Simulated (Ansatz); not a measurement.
CO in Ansatz, single run

Input:

```yaml
crystal:
  lattice:
    - [5.63, 0.0, 0.0]
    - [0.0, 5.63, 0.0]
    - [0.0, 0.0, 5.63]
  atoms:
    - { symbol: C, position: [0.958, 0.958, 0.958] }
    - { symbol: C, position: [0.542, 0.042, 0.458] }
    - { symbol: C, position: [0.458, 0.542, 0.042] }
    - { symbol: C, position: [0.042, 0.458, 0.542] }
    - { symbol: O, position: [0.067, 0.067, 0.067] }
    - { symbol: O, position: [0.433, 0.933, 0.567] }
    - { symbol: O, position: [0.567, 0.433, 0.933] }
    - { symbol: O, position: [0.933, 0.567, 0.433] }
  symmetry: { detect: false }
kpoints:
  mp_grid: { grid: [3, 3, 3], shift: [0, 0, 0] }
magnetization:
  spin_polarized: false
scf:
  occupations: { method: gaussian, width: 0.025 }
hamiltonian:
  pseudopotentials: { kind: paw }
  xc: r2scan
basis:
  ecutwfc: "40.4 Ry"
output:
  forces: true
  stress: true
  eigenvalues: true
```

Run with:

```bash
ansatz run input.yaml --threads 1 --pin off --max-ram 2560MiB --backend cpu --events-out ev --progress --plain --runs-dir out
```

Origin of the cell: a database entry, scaled a little.

Output (shortened):

```
SCF iter   1: F=—  HF=-3272.297844 eV  Δρ=7.73e-3  dr2=5.92e-2  dr2_τ=2.01e0
SCF iter   2: F=—  HF=-3272.381149 eV  Δρ=3.39e-3  dr2=1.49e-2  dr2_τ=1.90e-3  defer=45
SCF iter   3: F=—  HF=-3272.372576 eV  Δρ=1.64e-3  dr2=3.65e-3  dr2_τ=3.85e-4  defer=31
SCF iter   4: F=—  HF=-3272.371887 eV  Δρ=2.77e-4  dr2=1.03e-4  dr2_τ=1.29e-5  defer=31
SCF iter   5: F=—  HF=-3272.371999 eV  Δρ=1.30e-4  dr2=1.74e-5  dr2_τ=3.65e-6  defer=31
SCF iter   6: F=—  HF=-3272.371952 eV  Δρ=4.36e-5  dr2=2.38e-6  dr2_τ=4.10e-7  defer=31
SCF iter   7: F=—  HF=-3272.371954 eV  Δρ=2.07e-5  dr2=5.95e-7  dr2_τ=8.66e-8  defer=31
SCF iter   8: F=-3272.371955 eV  HF=-3272.371955 eV  Δρ=6.91e-6  dr2=6.98e-8  dr2_τ=2.92e-9
SCF 1 converged in 8 iterations: F = -3272.371955 eV  dr2 = 6.98e-8
SCF converged after 8 iterations
Free energy (F): -3272.371955 eV
Harris-Foulkes:  -3272.371955 eV  (|F-HF|=7.51e-8)
Internal energy: -3272.371955 eV  (E = F + TS)
E sigma→0 (E₀):  -3272.371955 eV
Fermi energy:    -1.050167 eV
--- Per-component energies (eV) ---
  E_band       = -475.319834
  E_kinetic    = 1035.087894
  E_local      = -3252.363307  (includes V_loc(G=0)·N_el)
  E_nonlocal   = 315.781553
  E_hartree    = 1111.644655
  E_xc         = -465.071621
  E_vxc        = -664.825117  (∫ρ·V_xc dr)
  E_paw        = -1046.762109  (= ΣΔE_a)
  E_vpaw       = -178.465901  (= ΣTr[D̂ρ^β])
  E_aug_tail   = 0.002532  (compensation charges beyond the density's cutoff)
  E_vtau       = 46.174660  (kinetic-family band-sum trace: ∫τ·v_τ [+ j·A + Jᵃ·Aᵃ] dr)
  E_ewald      = -970.464693
  E_core_change = -0.226859  (= ΣΔE_core)
  E_smearing   = -0.000000  (= −TS)
  Σ components = -3272.371955   (vs F -3272.371955, Δ=0.00e0)
--- Forces (eV/Å), atoms counted from 1 ---
  atom   1  C     -5.553377    -5.553377    -5.553377
  atom   2  C      5.553469     5.553475    -5.553477
  atom   3  C     -5.553488     5.553480     5.553487
  atom   4  C      5.553473    -5.553473     5.553465
  atom   5  O      5.563917     5.563918     5.563917
  atom   6  O     -5.563885    -5.563890     5.563891
  atom   7  O      5.563890    -5.563884    -5.563890
  atom   8  O     -5.563891     5.563892    -5.563885
  max |Σ_I F_I| component: 1.40e-4 eV/Å
--- Stress (GPa, compression-positive) ---
       12.309937      -0.000032      -0.000034
       -0.000032      12.309937      -0.000025
       -0.000034      -0.000025      12.309937
  P = ⅓ Tr σ = 12.3099 GPa (123.099 kbar)
```

Time: 21 s on 1 thread of Arm Neoverse V2, with other jobs on the host, peak memory 0.71 GiB, from the program's own first density.
